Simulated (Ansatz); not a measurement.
Given:

Ga2Pt:
```cif
data_Ga8Pt4
_chemical_formula_sum 'Ga8 Pt4'
_space_group_name_H-M_alt 'Fm-3m'
_space_group_IT_number 225
_space_group_name_Hall '-F 4 2 3'
_cell_length_a 5.91940
_cell_length_b 5.91940
_cell_length_c 5.91940
_cell_angle_alpha 90.000
_cell_angle_beta 90.000
_cell_angle_gamma 90.000
loop_
_atom_site_label
_atom_site_type_symbol
_atom_site_symmetry_multiplicity
_atom_site_Wyckoff_symbol
_atom_site_fract_x
_atom_site_fract_y
_atom_site_fract_z
_atom_site_occupancy
Ga1 Ga 8 c 0.25000 0.25000 0.25000 1
Pt1 Pt 4 a 0.00000 0.00000 0.00000 1
```
(The calculation used a cell of 3 atoms; values per cell refer to that cell.)

This is the PBEsol-relaxed structure.

**Question.** All from DFT-PBEsol in the program Ansatz with PAW potentials, unless another level is named. Give the density of states at the Fermi level.

**Answer.** 0.38 states/eV per atom (mean over ±0.08 eV).

**Question.** And the formation energy from the elements (no fitted shifts)?

**Answer.** -0.58 eV/atom.

**Question.** Predict the gap with spin–orbit coupling.

**Answer.** none (metallic).

The workflow started from a Materials Project entry (that database holds measured and hypothetical structures alike); the Crystallography Open Database files this formula in space group No. 225, but the cells were not matched. Whether it is the stable phase at ambient conditions was not checked. Symmetry was held in the PBEsol relaxation; of distortions, only those at the zone centre were tested. No spin polarisation was allowed. The references are the lowest solids computed at this level, not always the standard phases. Scalar-relativistic: spin–orbit coupling is off unless named, which matters more the heavier the elements.

Potentials: the later of the program's two PAW sets.
